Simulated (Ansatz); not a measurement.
Os, one cell by several methods

```yaml
crystal:
  lattice:
    - [2.73410, 0.00000, 0.00000]
    - [-1.36705, 2.36780, 0.00000]
    - [0.00000, 0.00000, 4.36290]
  atoms:
    - { symbol: Os, position: [0.33333, 0.66667, 0.25000] }
    - { symbol: Os, position: [0.66667, 0.33333, 0.75000] }
```

Atoms are numbered in the order listed.

The cell comes from COD entry 9017843, which wasn't checked; take it as a given geometry. The listed cell was then made from it by scaling, straining or moving an atom.

Spin–orbit coupling is left out, though it moves levels of the heavy atoms by tenths of an eV or more.

Methods: DFT, PBEsol, PAW with Ansatz's default frozen-core files, scalar-relativistic (Ansatz 0.2.0); DFT, PBEsol, all-electron LAPW, scalar-relativistic (Ansatz 0.2.0).

For PAW: a Γ-centred 15×15×9 k mesh, Fermi–Dirac smearing of 0.05 eV, cutoff 420 eV, no spin polarisation; the PAW files were made with PBE, and the program remakes their frozen cores for this functional. LAPW targets a basis error of 0.5 meV/atom. The Ansatz runs share mesh, smearing and spin set-up. Plane-wave (PAW) pressures include the program's estimate of the Pulay term.

Stress and pressure are positive in compression.

PAW results:

```
       quantity     PAW
 pressure (GPa)   -7.03
stress xx (GPa)   -5.11
stress zz (GPa)  -10.88
```

Problem. What does all-electron LAPW give for the same quantities?

Solution. 
```csv
quantity,LAPW
pressure (GPa),-7.02
stress xx (GPa),-5.10
stress zz (GPa),-10.88
```
